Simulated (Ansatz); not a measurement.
Al₂Pt:
```cif
data_Al2Pt
_chemical_formula_sum 'Pt1 Al2'
_space_group_name_H-M_alt 'P 1'
_space_group_IT_number 1
_cell_length_a 4.17487
_cell_length_b 4.17487
_cell_length_c 4.17487
_cell_angle_alpha 60.000
_cell_angle_beta 60.000
_cell_angle_gamma 60.000
loop_
_space_group_symop_operation_xyz
  'x, y, z'
loop_
_atom_site_label
_atom_site_type_symbol
_atom_site_fract_x
_atom_site_fract_y
_atom_site_fract_z
_atom_site_occupancy
Pt1 Pt 0.00000 0.00000 0.00000 1
Al1 Al 0.25000 0.25000 0.25000 1
Al2 Al 0.75000 0.75000 0.75000 1
```

Relaxed with r²SCAN.

Which orbitals make up the states near the Fermi level in the program Ansatz at the r²SCAN level (PAW)?

Within 0.5 eV of the Fermi level: Al 3p 67 %, Pt 5d 16 %, Al 3s 8 %, outside the projected shells 6 %. Projections are on Löwdin-orthogonalised atomic valence shells; empty p or d shells of many metals are not among them.

Tabulate the density of states.

States/eV per cell of 3 atoms, in 0.25 eV bins, energy from the Fermi level.

```tsv
E (eV)	total	Pt 5d	Al 3p	Al 3s
-7.85	0.71	0.09	0.27	0.21
-7.60	0.65	0.09	0.25	0.19
-7.35	0.59	0.09	0.22	0.17
-7.10	0.53	0.10	0.19	0.15
-6.85	0.48	0.11	0.16	0.13
-6.60	0.36	0.11	0.12	0.08
-6.35	3.52	1.54	0.74	1.19
-6.10	2.97	1.58	0.57	0.79
-5.85	1.46	0.86	0.29	0.29
-5.60	1.08	0.62	0.27	0.15
-5.35	1.87	1.20	0.52	0.12
-5.10	6.38	4.89	1.35	0.09
-4.85	2.95	2.32	0.52	0.03
-4.60	2.68	2.01	0.50	0.04
-4.35	3.01	2.36	0.44	0.07
-4.10	5.36	4.49	0.57	0.10
-3.85	5.47	4.82	0.36	0.06
-3.60	4.15	3.74	0.20	0.07
-3.35	1.78	1.26	0.27	0.14
-3.10	1.42	0.80	0.34	0.17
-2.85	0.97	0.45	0.28	0.14
-2.60	0.71	0.25	0.26	0.11
-2.35	0.67	0.21	0.28	0.11
-2.10	0.88	0.28	0.39	0.13
-1.85	0.97	0.27	0.48	0.13
-1.60	0.93	0.22	0.50	0.12
-1.35	0.94	0.21	0.54	0.12
-1.10	1.04	0.23	0.62	0.11
-0.85	1.25	0.28	0.76	0.11
-0.60	1.25	0.26	0.79	0.11
-0.35	1.21	0.23	0.78	0.10
-0.10	1.17	0.20	0.77	0.10
0.15	1.12	0.17	0.76	0.09
0.40	1.08	0.14	0.74	0.08
0.65	1.04	0.12	0.73	0.07
0.90	0.98	0.10	0.70	0.06
1.15	0.77	0.08	0.53	0.05
1.40	0.60	0.06	0.39	0.05
1.65	0.49	0.05	0.31	0.04
1.90	0.41	0.04	0.25	0.03
2.15	0.34	0.03	0.20	0.03
2.40	0.29	0.02	0.16	0.02
2.65	0.24	0.02	0.12	0.02
2.90	0.19	0.01	0.09	0.02
3.15	0.17	0.01	0.07	0.01
3.40	0.13	0.01	0.04	0.02
3.65	0.88	0.16	0.13	0.46
3.90	2.06	0.28	0.51	0.89
4.15	2.64	0.26	0.86	1.08
4.40	2.04	0.16	0.70	0.78
4.65	1.19	0.09	0.43	0.35
```

Space group Fm-3m (fluorite or antifluorite type). The cell was relaxed with r²SCAN under the symmetry of its start; of distortions, only those at the zone centre were tested. No spin polarisation was allowed. Scalar-relativistic: spin–orbit coupling is off unless named, which matters more the heavier the elements.

Potentials: the later of the program's two PAW sets.
